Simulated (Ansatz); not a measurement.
Ansatz (a first-principles code) input:

Ansatz 0.2 input:
```yaml
crystal:
  lattice:
    - [-3.1356782109, 3.1356782109, 1.9393493992]
    - [3.1356782109, -3.1356782109, 1.9393493992]
    - [3.1356782109, 3.1356782109, -1.9393493992]
  atoms:
    - { symbol: W, position: [0.0017487534, 0.0017487534, 0.0] }
    - { symbol: O, position: [0.5554032423, 0.5554032423, 0.0] }
    - { symbol: F, position: [0.3516328981, 0.9880946815, 0.1878435774] }
    - { symbol: F, position: [0.1637893207, 0.3516328981, 0.3635382166] }
    - { symbol: F, position: [0.8002511041, 0.1637893207, 0.8121564226] }
    - { symbol: F, position: [0.9880946815, 0.8002511041, 0.6364617834] }
kpoints:
  mp_grid: { grid: [5, 5, 5] }
hamiltonian:
  xc: hse06
  pseudopotentials: { kind: paw }
scf:
  n_extra_bands: 6
  occupations: { method: fixed }
output:
  eigenvalues: true
  eigenstates:
    e_range: [-9.0, 14.8]
    kpoints:
      - [0.208333, 0.21875, 0.28125]  # VBM
      - [0.5, 0.5, 0.5]  # CBM
```

Output (shortened):

```
Pseudopotential: W, paw, valence charge 14
Pseudopotential: O, paw, valence charge 6
Pseudopotential: F, paw, valence charge 7
Functional definition: HSE06
davidson cushion auto → on  (no smearing: the cushion is to keep the highest requested band from converging to the state above it …
Crystal: 6 atoms, lattice volume = 76.274 Å³
Basis set: ecut = 420 eV, 1463 PW (Γ)
Bands: 30, of which v1, the nominal top of the filled ones, is band 24 counted from 1 (23 counted from 0)
Symmetry: 4 space group operations
Space group: I4 (ITA 79), of the structure as read, at distance tolerance 4.2e-5 Å
k-points: 21 of 125 (time reversal used)
SCF iter   1: F=—  HF=-14187.637846 eV  |F-HF|=—  |Δ(HF+E_count)|=         —  Δρ=5.44e-3  dr2=2.01e-2  ethr=1.77e-3  ⟨swp⟩=6.7  Hψ=2846  notcnv=0
preconditioner: auto → none
SCF iter   2: F=—  HF=-14187.641224 eV  |F-HF|=—  |Δ(HF+E_count)|=   3.38e-3  Δρ=6.23e-3  dr2=2.67e-2  ethr=4.18e-5  ⟨swp⟩=3.8  Hψ=1886  notcnv=0
iter 3 solved again at ethr=1.56e-6 eV; its pass at ethr=4.18e-5 eV (dr2=7.49e-4 eV) is discarded
SCF iter   3: F=-14187.635958 eV  HF=-14187.636244 eV  |F-HF|=2.87e-4  |Δ(HF+E_count)|=   4.98e-3  Δρ=1.37e-3  dr2=7.55e-4  ethr=1.56e-6  ⟨swp⟩=2.2  Hψ=2929  notcnv=0
SCF 1 stopped early in 3 iterations: F = -14187.635958 eV  dr2 = 7.55e-4
Crystal: 6 atoms, lattice volume = 76.274 Å³
Exchange kernel: α = 0.2500, screened, ω = 0.2079 Å⁻¹, Wigner–Seitz truncation, v(0) = 1046.0276 eV·Å³, q-mesh 5×5×5, nearest image of the exchange supercell L …
Frozen-core exchange: fock
SCF iter   1: F=—  HF=-14187.206714 eV  |F-HF|=—  |Δ(HF+E_count)|=         —  Δρ=1.84e-2  dr2=4.37e-1  ethr=1.57e-5  ⟨swp⟩=5.4  Hψ=2702  notcnv=0
preconditioner: auto → none
SCF iter   2: F=—  HF=-14187.146730 eV  |F-HF|=—  |Δ(HF+E_count)|=   6.00e-2  Δρ=1.79e-2  dr2=2.55e-1  ethr=1.57e-5  ⟨swp⟩=4.1  Hψ=2614  notcnv=0
SCF iter   3: F=—  HF=-14187.091627 eV  |F-HF|=—  |Δ(HF+E_count)|=   5.51e-2  Δρ=3.59e-3  dr2=7.16e-3  ethr=1.57e-5  ⟨swp⟩=4.0  Hψ=2407  notcnv=0
SCF iter   4: F=—  HF=-14187.110846 eV  |F-HF|=—  |Δ(HF+E_count)|=   1.92e-2  Δρ=2.46e-3  dr2=4.09e-3  ethr=8.69e-6  ⟨swp⟩=3.1  Hψ=1818  notcnv=0
SCF iter   5: F=—  HF=-14187.109765 eV  |F-HF|=—  |Δ(HF+E_count)|=   1.08e-3  Δρ=6.75e-4  dr2=2.04e-4  ethr=8.12e-6  ⟨swp⟩=3.0  Hψ=1552  notcnv=0
SCF iter   6: F=—  HF=-14187.109950 eV  |F-HF|=—  |Δ(HF+E_count)|=   1.85e-4  Δρ=4.71e-4  dr2=8.15e-5  ethr=3.84e-7  ⟨swp⟩=3.4  Hψ=1844  notcnv=0
SCF iter   7: F=-14187.109926 eV  HF=-14187.109930 eV  |F-HF|=4.24e-6  |Δ(HF+E_count)|=   2.00e-5  Δρ=1.37e-4  dr2=8.83e-6  ethr=1.64e-7  ⟨swp⟩=2.1  Hψ=1389  notcnv=0
SCF 2 stopped early in 7 iterations: F = -14187.109926 eV  dr2 = 8.83e-6
hybrid outer 1: dexx = +2.160e-2 eV, tail = 5.37e-5 eV
Crystal: 6 atoms, lattice volume = 76.274 Å³
Exchange kernel: α = 0.2500, screened, ω = 0.2079 Å⁻¹, Wigner–Seitz truncation, v(0) = 1046.0276 eV·Å³, q-mesh 5×5×5, nearest image of the exchange supercell L …
Frozen-core exchange: fock
SCF iter   1: F=—  HF=-14187.109881 eV  |F-HF|=—  |Δ(HF+E_count)|=         —  Δρ=1.47e-4  dr2=1.59e-5  ethr=5.60e-7  ⟨swp⟩=2.4  Hψ=1397  notcnv=0
preconditioner: auto → none
iter 2 solved again at ethr=9.88e-10 eV; its pass at ethr=3.00e-8 eV (dr2=4.74e-7 eV) is discarded
SCF iter   2: F=—  HF=-14187.109877 eV  |F-HF|=—  |Δ(HF+E_count)|=   3.34e-6  Δρ=3.99e-5  dr2=6.28e-7  ethr=9.88e-10  ⟨swp⟩=3.0  Hψ=3093  notcnv=0
SCF iter   3: F=-14187.109878 eV  HF=-14187.109878 eV  |F-HF|=3.46e-8  |Δ(HF+E_count)|=   4.53e-7  Δρ=1.28e-5  dr2=4.63e-8  ethr=9.88e-10  ⟨swp⟩=3.4  Hψ=1681  notcnv=0  defer=2
SCF 3 converged in 3 iterations: F = -14187.109878 eV  dr2 = 4.63e-8
hybrid outer 2: dexx = +6.869e-7 eV, tail = 1.15e-7 eV, Δε = 3.62e-3 eV (about 2.19e-4 eV left of the loop's levels)
NSCF: frozen V_eff on 2 k-points
hybrid SCF converged: 2 outer / 10 inner (+3 warm-up), last move |dexx| = 6.87e-7 eV, tail = 1.15e-7 eV
Stability not checked (fock_operator)
Free energy (F): -14187.109878 eV
Frozen-core exchange: fock
Harris-Foulkes:  -14187.109878 eV  (|F-HF|=3.46e-8)
Internal energy: -14187.109878 eV  (E = F + TS)
E sigma→0 (E₀):  -14187.109878 eV
Fermi energy:    1.165486 eV
--- Per-component energies (eV) ---
  E_band       = -625.545279
  E_kinetic    = 1450.428947
  E_local      = -4248.193357  (includes V_loc(G=0)·N_el)
  E_nonlocal   = 331.636732
  E_hartree    = 1555.502624
  E_xc         = -523.444120
  E_vxc        = -584.372143  (∫ρ·V_xc dr)
  E_exx        = -165.162844  (= α·E_x^exact, valence–valence)
  E_paw        = -9487.870542  (= ΣΔE_a)
  E_vpaw       = -355.741491  (= ΣTr[D̂ρ^β])
  E_aug_tail   = 0.010698  (compensation charges beyond the density's cutoff)
  E_ewald      = -3096.947726
  E_core_change = -3.070290  (= ΣΔE_core)
  E_smearing   =  0.000000  (= −TS)
  E_closure    =  0.000000  (closes the sum)
  Σ components = -14187.109878   (vs F -14187.109878, Δ=-1.82e-12)
  [band-id]    e_kinetic+e_local+e_nonlocal+2·e_hartree+e_vxc+2·e_exx+e_vpaw+e_augmentation_tail = -625.551054   (vs E_band -625.545279, Δ=-5.78e-3)
--- Band table (eV; the first three rows and the last of 21) ---
  k-point 0: bands = ["-75.7753", "-38.7481", "-38.7481", "-38.6714", "-22.0899", "-21.6798", "-20.7142", "-20.7142", "-16.7253", "-3.8336", "-3.2229", "-3.1032", "-2.0971", "-2.0971", "-1.1422", "-1.1422", "-0.6743", "-0.5548", "-0.0922", "-0.0404", …
  k-point 1: bands = ["-75.7753", "-38.7495", "-38.7480", "-38.6716", "-22.0196", "-21.6814", "-20.7964", "-20.7031", "-16.7288", "-3.7637", "-3.2470", "-3.0412", "-2.1309", "-2.0075", "-1.2662", "-1.0431", "-0.7356", "-0.4668", "-0.2620", "-0.2366", …
  k-point 2: bands = ["-75.7753", "-38.7515", "-38.7477", "-38.6718", "-21.9003", "-21.6574", "-20.9609", "-20.6853", "-16.7351", "-3.6501", "-3.2780", "-2.7667", "-2.2477", "-1.8990", "-1.4625", "-1.2045", "-0.6903", "-0.6348", "-0.3316", "-0.2967", …
  k-point 20: bands = ["-75.7753", "-38.7511", "-38.7511", "-38.6721", "-21.7474", "-21.7000", "-20.8762", "-20.8639", "-16.7451", "-3.9593", "-3.2672", "-2.6950", "-1.9178", "-1.7994", "-1.5526", "-1.0524", "-1.0028", "-0.5488", "-0.4820", "-0.2898", …
```

Cost: very roughly 2.2 core-minutes on shared cores.

The points marked VBM and CBM come from a semilocal run.

The first step of the workflow began from a Materials Project structure, measured or hypothetical; the Crystallography Open Database copy checked does not list it. Its standing as an ambient phase is unchecked. The cell was relaxed with LDA under the symmetry of its start; whether a distortion lowers the energy is not shown. No spin polarisation was allowed. No Hubbard U is applied. A crystal of weakly bound chains computed without a dispersion correction: the cell and the soft elastic constants depend strongly on that. Spin–orbit coupling is left out wherever it is not named.

Potentials: the later of the program's two PAW sets.

Ansatz is a plane-wave DFT program.
